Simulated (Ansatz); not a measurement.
Consider the following.

SiC:
```
SiC
1.0
    0.00000     2.17817     2.17817
    2.17817     0.00000     2.17817
    2.17817     2.17817     0.00000
C Si
1 1
Direct
  0.75000   0.75000   0.75000
  0.00000   0.00000   0.00000
```

This is the r²SCAN-relaxed structure.

All from plane-wave PAW r²SCAN (Ansatz code), unless another level is named. Give the Hill bulk and shear moduli.

227 and 203 GPa.

Give the highest zone-centre frequency (without LO–TO term).

799 cm^-1.

What about the zero-point energy?

112.1 meV/atom.

Space group F-43m (zinc blende). Symmetry was held in the r²SCAN relaxation; phonons on a q-mesh show no instability.

Potentials: the later of the program's two PAW sets.
